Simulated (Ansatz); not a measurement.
PH6NO4 — O-17 NMR of the central transition

Cell: a Materials Project structure (computed, not necessarily an observed phase), taken as it stands.

Space group I-42d (No. 122); a = 7.3873, c = 7.9485 Å.

| site | Wyckoff | site symmetry | x | y | z |
| --- | --- | --- | --- | --- | --- |
| H1 | 16e | 1 | 0.3854 | 0.5195 | 0.0739 |
| H7 | 8d | .2. | 0.2500 | 0.3547 | 0.3750 |
| P | 4a | -4.. | 0.0000 | 0.5000 | 0.2500 |
| N | 4b | -4.. | 0.0000 | 0.0000 | 0.5000 |
| O | 16e | 1 | 0.3488 | 0.9124 | 0.6407 |

One atom of each set is listed; the run and its k-mesh use a cell of 24 atoms with edges of 6.56, 6.56, 6.56 Å.

All values are calculated (Ansatz; DFT, PBE, plane waves and PAW, scalar-relativistic, 420 eV cutoff, Γ-centred 5×5×5 k-points, Fermi–Dirac smearing 0.02 eV), not measured.

O-17 has I = 5/2 and Q = -25.58 mb (Pyykkö 2018); at 16.4 T its Larmor frequency is ν₀ = 94.7 MHz. Only the quadrupole interaction is simulated: positions count from each site's isotropic chemical shift, and J coupling is left out, as are shift anisotropy and dipolar coupling, which fast spinning averages.

Question: Simulate the second-order pattern (fast magic-angle spinning, Gaussian broadening 0.3 kHz) of site O (1 H at 1.21 Å, 1 P at 1.56 Å, angle 116°; also 1 H at 1.88 Å).

Answer: The calculation gives C_Q = -5.83 MHz and η = 0.58, so ν_Q = 0.875 MHz and the centre of gravity lies at -25.3 ppm (-2.40 kHz).

(offset (kHz), height): (-5.950, 0), (-5.684, 5), (-5.418, 9), (-5.151, 10), (-4.885, 11), (-4.619, 22), (-4.353, 29), (-4.087, 32), (-3.820, 36), (-3.554, 41), (-3.288, 62), (-3.022, 100), (-2.756, 85), (-2.490, 77), (-2.223, 82), (-1.957, 95), (-1.691, 79), (-1.425, 63), (-1.159, 54), (-0.892, 49), (-0.626, 45), (-0.360, 39), (-0.094, 16), (0.172, 1)

The run took 28 s of wall time (28 s of CPU time) and 0.5 GiB at its peak, on 1 thread of Arm Neoverse V2 (aarch64; 8 cores open to the job, memory cap 2.5 GiB, no GPU), a shared host with a load of 0.5 a core.
